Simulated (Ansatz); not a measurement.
HfTe:
```
CELL_PARAMETERS angstrom
      3.54233     0.00000     0.00000
      0.00000     3.54233     0.00000
      0.00000     0.00000     3.54233
ATOMIC_POSITIONS crystal
  Hf 0.00000 0.00000 0.00000
  Te 0.50000 0.50000 0.50000
```

Relaxed with PBE. Special points in fractions of this cell's reciprocal vectors: Γ (0.000, 0.000, 0.000); X (0.000, 0.500, 0.000); M (0.500, 0.500, 0.000); R (0.500, 0.500, 0.500).

### Question
List the band energies nearest the Fermi level at these points for PBE (plane waves, PAW; program Ansatz).

### Answer
In eV from the Fermi level; about four levels below and three above (degenerate sets whole), none deeper than 8.9 eV; points with the same levels are listed once.

```json
[
 {"k": "Γ", "below": "-1.94 -1.94 -1.44 -1.44 -1.44", "above": "1.56 2.39 2.39 2.39"},
 {"k": "X", "below": "-7.80 -2.44 -2.44 -1.05", "above": "2.63 3.58 4.44"},
 {"k": "M", "below": "-5.38 -5.38 -2.68", "above": "0.19 0.66 0.66"},
 {"k": "R", "below": "-5.97 -5.97 -5.97", "above": "1.73 1.73 1.73"}
]
```

Space group Pm-3m (CsCl type). A made-up cell: these elements were put on the sites of a structure type; neither database checked (COD, Materials Project) lists it. Its standing as an ambient phase is unchecked. Symmetry was held in the PBE relaxation; its stability against distortions is not shown here. No spin polarisation was allowed. Scalar-relativistic: spin–orbit coupling is off unless named, which matters more the heavier the elements.

Potentials: the earlier of the program's two PAW sets.
